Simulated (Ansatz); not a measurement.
NiSb:
```
CELL_PARAMETERS angstrom
      3.93007     0.00000     0.00000
     -1.96504     3.40354     0.00000
      0.00000     0.00000     5.12371
ATOMIC_POSITIONS crystal
  Ni 0.00000 0.00000 0.00000
  Ni 0.00000 0.00000 0.50000
  Sb 0.33333 0.66667 0.25000
  Sb 0.66667 0.33333 0.75000
```

Relaxed with r²SCAN. Special points in fractions of this cell's reciprocal vectors: Γ (0.000, 0.000, 0.000); M (0.500, 0.000, 0.000); K (0.333, 0.333, 0.000); A (0.000, 0.000, 0.500); L (0.500, 0.000, 0.500); H (0.333, 0.333, 0.500).

Task: List the band energies nearest the Fermi level at these points for plane-wave PAW r²SCAN (Ansatz code).

Result: In eV from the Fermi level; about four levels below and three above (degenerate sets whole), none deeper than 8.9 eV; points with the same levels are listed once.

```tsv
k	below	above
Γ	-2.26 -2.26 -1.44 -1.44 -0.11	0.49 0.49 2.53 2.53
M	-1.71 -1.52 -1.44 -0.29	1.13 3.66 4.12
K	-1.49 -1.49 -0.69 -0.69	0.75 0.75 2.96
A	-2.28 -2.28 -2.28 -2.28	0.32 0.32 2.11 2.11 2.11 2.11
L	-2.09 -2.09 -2.09 -2.09 -1.98 -1.98	0.14 0.14 1.79 1.79
H	-1.46 -1.46 -1.44 -1.44	4.43 4.43 7.79 7.79
```

Space group P6_3/mmc (NiAs type). The r²SCAN relaxation kept the symmetry of its start; of distortions, only those at the zone centre were tested. The workflow began spin-polarised and lost its moments. Scalar-relativistic: spin–orbit coupling is off unless named, which matters more the heavier the elements.

Potentials: the later of the program's two PAW sets.
